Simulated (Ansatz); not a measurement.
Mg₂Ti₂O₃: relaxed-ion elastic tensor

Method: DFT PBE, scalar-relativistic, plane waves, PAW in Ansatz 0.2.0. Settings: 420 eV plane-wave cutoff, Γ-centred 12×12×12 mesh, Gaussian smearing of 0.10 eV. No spin polarisation.

Equilibrium structure at this level:
```
CELL_PARAMETERS angstrom
1.47137 0.84950 10.02952
-1.47137 0.84950 10.02952
0.00000 -1.69899 10.02952
ATOMIC_POSITIONS crystal
Mg 0.62553 0.62553 0.62553
Mg 0.37447 0.37447 0.37447
Ti 0.87106 0.87106 0.87106
Ti 0.12894 0.12894 0.12894
O 0.25190 0.25190 0.25190
O 0.74810 0.74810 0.74810
O 0.00000 0.00000 0.00000
```

The structure comes from a proposed guess, relaxed at this level; another structure or a mixture of phases may lie lower. In a metal, frequencies and elastic constants depend on the k mesh and the smearing, soft modes and shear constants most.

**Question.** Give the relaxed-ion elastic constants (GPa, Voigt order xx yy zz yz xz xy, on the Cartesian axes of the cell above).

**Answer.**
C11 = 305.7, C12 = 97.0, C13 = 63.7, C14 = 37.7, C22 = 305.7, C23 = 63.7, C24 = -37.7, C33 = 380.6, C44 = 22.4, C55 = 22.4, C56 = 37.6, C66 = 104.3 GPa; the others vanish.

**Question.** Is the crystal stable against homogeneous strain?

**Answer.** Too close to call: the least eigenvalue is 7.7 GPa, within what the k mesh leaves open in a metal.
